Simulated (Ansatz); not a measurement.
GaNi (CsCl type, Pm-3m) at seven volumes, the program Ansatz at the r²SCAN level (PAW), scaled uniformly. One row is withheld.

```
V (Å³/atom)  P (GPa)
-----------  -------
10.844         20.82
11.202             ?
11.559          5.79
11.917          0.01
12.274         -4.84
12.632         -8.92
12.989        -12.34
```

### Question
Fit the shown pressures and predict the withheld one.

### Answer
P = (3/2)B₀(x^(7/2) − x^(5/2))[1 + (3/4)(B′ − 4)(x − 1)] with x = (V₀/V)^(2/3). Least squares on the six rows gives V₀ = 11.918 Å³/atom, B₀ = 176 GPa, B′ = 4.77. At V = 11.202, x = 1.0422 and P = 12.64 GPa. The run itself gave 12.65 GPa.

The workflow started from an entry of the Crystallography Open Database (COD). Whether it is the stable phase at ambient conditions was not checked. The r²SCAN relaxation kept the symmetry of its start; whether a distortion lowers the energy is not shown. The workflow began spin-polarised and lost its moments.

Potentials: the later of the program's two PAW sets.
